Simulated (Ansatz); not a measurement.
Energy over volume and axial ratio for HfO2 (tetragonal-ZrO2 type, space group P4_2/nmc)

HfO$_{2}$ (tetragonal-ZrO2 type, space group P4_2/nmc)

```
CELL_PARAMETERS angstrom
      3.56753     0.00000     0.00000
      0.00000     3.56753     0.00000
      0.00000     0.00000     5.16669
ATOMIC_POSITIONS crystal
  Hf 0.00000 0.00000 0.00000
  Hf 0.50000 0.50000 0.50000
  O  0.00000 0.50000 0.20010
  O  0.00000 0.50000 0.70010
  O  0.50000 0.00000 0.29990
  O  0.50000 0.00000 0.79990
```

The relaxed cell is deformed in two ways at once: its volume V is scaled, and at that volume it is stretched along z (the c axis of the conventional cell) so that c/a changes. Fractional atomic positions are held.

Calculation: PBEsol (plane waves to 420 eV, PAW, scalar-relativistic; Ansatz, a program for electronic structure). k mesh 9×9×7 (Γ-centred), Fermi-Dirac smearing 0.05 eV. Energies are smeared free energies. Compression counts positive. As the atoms are clamped, bonds stretch with the cell, which overstates energies and stresses. HfO2 is run without spin polarisation. HfO2 was relaxed with its symmetry unable to fall. Spin-orbit coupling is left out, though Hf is heavy. The PAW data are Ansatz's earlier set. This is a high-temperature form of HfO2. The zero of ΔE is the relaxed starting cell.

ΔE (kJ/mol of atoms), with V/V₀ across and (c/a)/(c/a)₀ down:

| (c/a)/(c/a)₀ \ V/V₀ | 0.920 | 0.960 | 1.000 | 1.040 | 1.080 |
|---|---|---|---|---|---|
| 0.880 | 18.67 | 14.44 | 13.47 | 15.16 | 19.00 |
| 0.940 | 8.69 | 4.23 | 3.08 | 4.61 | 8.32 |
| 1.000 | 6.25 | 1.45 | 0.00 | 1.27 | 4.74 |
| 1.060 | 9.57 | 4.40 | 2.61 | 3.57 | 6.77 |
| 1.120 | 17.34 | 11.82 | 9.70 | 10.35 | 13.24 |

P (GPa), with V/V₀ across and (c/a)/(c/a)₀ down:

```
(c/a)/(c/a)₀ \ V/V₀  0.920  0.960  1.000  1.040  1.080
-------------------  -----  -----  -----  -----  -----
0.880                 23.2    9.4   -1.7  -10.8  -18.1
0.940                 24.1   10.2   -1.1  -10.2  -17.6
1.000                 25.5   11.4    0.0   -9.3  -16.8
1.060                 26.9   12.7    1.2   -8.2  -15.8
1.120                 28.3   14.0    2.4   -7.0  -14.7
```

Derived quantities:

| Quantity | Value |
|---|---|
| Modulus against c/a change at fixed volume, (3/4V)·∂²E/∂(ln c/a)² (fit, atoms clamped) | 179 GPa, an upper bound as the atoms could relax |
| Lowest place on the grid | V/V₀ = 1.000, (c/a)/(c/a)₀ = 1.000 (0.0 meV/atom) |
| Highest place on the grid | V/V₀ = 1.080, (c/a)/(c/a)₀ = 0.880 (196.9 meV/atom) |

(A scan under strain: stresses follow from slopes of the energy per volume, elastic moduli from its curvatures.)
